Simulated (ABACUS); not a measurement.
Input and output of a self-consistent single point for CdSe (F-43m, 2 atoms in the cell; from Materials Project mp-2691) (ABACUS).

All values come from this method and carry its errors: PBE, numerical atomic orbitals DZP (confined pseudo-atomic orbitals with Gaussian additions; energy shift 0.003 Ry), PseudoDojo 0.5 standard norm-conserving PBE (tails mended) pseudopotentials in ABACUS.

```
CdSe
1.0
    0.00000     3.07027     3.07027
    3.07027     0.00000     3.07027
    3.07027     3.07027     0.00000
Cd Se
1 1
Direct
  0.00000   0.00000   0.00000
  0.75000   0.75000   0.75000
```

Reference input (self-consistent single point, DFT, PBE, numerical atomic orbitals DZP (confined pseudo-atomic orbitals with Gaussian additions; energy shift 0.003 Ry), PseudoDojo 0.5 standard norm-conserving PBE (tails mended) pseudopotentials): basis = DZP numerical atomic orbitals, energy shift 0.003 Ry; KPT = MP 9 9 9 0 0 0; basis_type = lcao; dft_functional = PBE; ecutwfc = 100 Ry; smearing_method = fd; smearing_sigma = 0.000734986 Ry; potentials = PseudoDojo 0.5 standard norm-conserving PBE (tails mended); symmetry = 1; symmetry_prec = 1e-05; ks_solver = genelpa; scf_nmax = 100. This run's input differs from it in these lines:

```diff
@@ -8,3 +8,3 @@
 dft_functional       PBE
-ecutwfc              100.0
+ecutwfc              60.0
 symmetry             1
```

The program printed (abridged):

```
 SELF-CONSISTENT
 -------------------------------------------

                  longest orb rcut (Bohr) = 8.1
   longest nonlocal projector rcut (Bohr) = 1.94
                     search radius (Bohr) = 20.1

                          real space grid = [ 45, 45, 45 ]
                                 init_chg = atomic

 LCAO ALGORITHM --------------- ION=   1  ELEC=   1--------------------------------

 Density error is 0.0334352368149
 E_KohnSham     -593.1771560443      -8070.5892456379
 E_Fermi        0.5450985571         7.4164463476

 LCAO ALGORITHM --------------- ION=   1  ELEC=   2--------------------------------

   [... lines left out ...]

   [... 4 blocks of this kind left out ...]

 LCAO ALGORITHM --------------- ION=   1  ELEC=   7--------------------------------

 Density error is 1.98816355838e-06
 E_KohnSham     -593.2069973136      -8070.9952569353
 E_Fermi        0.5623632801         7.6513449552

 LCAO ALGORITHM --------------- ION=   1  ELEC=   8--------------------------------

 Density error is 1.53563302167e-07
 E_KohnSham     -593.2069973136      -8070.9952569352
 E_KS(sigma->0) -593.2069973136      -8070.9952569352
 E_entropy(-TS) -0.0000000000        -0.0000000000
 E_Fermi        0.5623614074         7.6513194757
 charge density convergence is achieved
 final etot is -8070.9952569 eV
 EFERMI = 7.6513194757 eV

 STATE ENERGY(eV) AND OCCUPATIONS    NSPIN == 1
   [... 25 lines left out ...]

 TOTAL-FORCE (eV/Angstrom)
                       Cd1         0.0000000000         0.0000000000         0.0000000000
                       Se1         0.0000000000         0.0000000000         0.0000000000

 TOTAL-STRESS (KBAR)
        21.6084711512        -0.0000000000        -0.0000000000
        -0.0000000000        21.6084711512        -0.0000000000
        -0.0000000000         0.0000000000        21.6084711512
 TOTAL-PRESSURE: 21.608471 KBAR

 --------------------------------------------
 !FINAL_ETOT_IS -8070.9952569351835336 eV
 --------------------------------------------
```

The run converged in 8 iterations. Against the reference run the free energy drops by 1.0 meV/atom and the pressure moves little (2.11 to 2.16 GPa).

The atom-centred basis is finite, which shifts total energies and pressures against plane waves. This run is one point of a test of settings, so its values need not be converged; read them against the reference run alone. The structure comes from a collection of computed structures, made at another level of theory; the collection holds predicted forms beside known ones.

Cost on one core: roughly 12 core-seconds.

The atomic orbitals were generated for these runs; they are not ABACUS's published sets and were checked against plane waves on a few crystals only.

“Tails mended”: in these copies of the files the far tail of each local potential was reset to the Coulomb form.
